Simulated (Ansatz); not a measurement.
Relaxed Au (fcc, Cu type):

```xyz
4
Lattice="4.1573 0.0000 0.0000 0.0000 4.1573 0.0000 0.0000 0.0000 4.1573" Properties=species:S:1:pos:R:3 pbc="T T T"
Au     0.0000     0.0000     0.0000
Au     2.0786     2.0786     0.0000
Au     2.0786     0.0000     2.0786
Au     0.0000     2.0786     2.0786
```

In each cell atom 3 (Au, nearest neighbour Au at 2.940 Å; its periodic images, 4.2 Å or more away, move with it) moves by s·(-0.707, -0.707, 0.000) (towards the nearest neighbour), the rest being held.

The numbers are results of PBE (plane waves to 420 eV, PAW, scalar-relativistic; Ansatz, a program for electronic structure), not measurements. k mesh 9×9×9 (Γ-centred), Fermi-Dirac smearing 0.05 eV. The energy includes the smearing's −TS. With partly filled bands, energies and forces of such displacements shift with the k mesh and the smearing. Au was relaxed with its symmetry unable to fall. Spin-orbit coupling is left out, though Au is heavy. The PAW data are Ansatz's earlier set. ΔE is measured from the undisplaced structure. The last digit holds for this mesh only.

| s (Å) | ΔE (meV/cell) |
|---|---|
| -0.290 | 247.4 |
| -0.232 | 153.0 |
| -0.174 | 83.8 |
| -0.116 | 36.5 |
| -0.058 | 9.0 |
| 0.000 | 0.0 |
| 0.058 | 9.0 |
| 0.116 | 36.5 |
| 0.174 | 83.8 |
| 0.232 | 153.0 |
| 0.290 | 247.4 |

What force constant k = d²E/ds² at s = 0 does the table give?

5.3 eV/Å². It is the second difference of the nearest points, corrected with the next pair.

With k = 5.35 eV/Å² from the forces, is the well harmonic out to s = 0.290 Å?

½ks² = 225 meV/cell against the computed 247 meV/cell, so the well is stiffer than harmonic there.

(For displaced atoms, the force is minus the slope of the energy, and its curvature is a force constant, which sets phonon frequencies.)
